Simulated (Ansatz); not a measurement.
Nb (bcc (W type), space group No. 229) under volume change, the program Ansatz at the PBEsol level (PAW), scaled uniformly.

```json
[
 {"V (Å³/atom)": "15.911", "E − E(relaxed) (meV/atom)": "92.9", "P (GPa)": "20.43"},
 {"V (Å³/atom)": "16.435", "E − E(relaxed) (meV/atom)": "39.1", "P (GPa)": "12.58"},
 {"V (Å³/atom)": "16.960", "E − E(relaxed) (meV/atom)": "(withheld)", "P (GPa)": "(withheld)"},
 {"V (Å³/atom)": "17.484", "E − E(relaxed) (meV/atom)": "0.0", "P (GPa)": "-0.01"},
 {"V (Å³/atom)": "18.009", "E − E(relaxed) (meV/atom)": "8.5", "P (GPa)": "-5.05"},
 {"V (Å³/atom)": "18.533", "E − E(relaxed) (meV/atom)": "(withheld)", "P (GPa)": "(withheld)"},
 {"V (Å³/atom)": "19.058", "E − E(relaxed) (meV/atom)": "69.6", "P (GPa)": "-13.23"}
]
```

Some entries are withheld; supply them.


- 16.960, E − E(relaxed) (meV/atom): 9.3
- 16.960, P (GPa): 5.82
- 18.533, E − E(relaxed) (meV/atom): 32.4
- 18.533, P (GPa): -9.43

What does a third-order Birch–Murnaghan fit give for V₀, B₀ and B′?

V₀ = 17.48 Å³/atom, B₀ = 181 GPa, B′ = 3.8.

Space group Im-3m (bcc (W type)). Symmetry was held in the PBEsol relaxation. The run is not spin-polarised.

Potentials: the earlier of the program's two PAW sets.
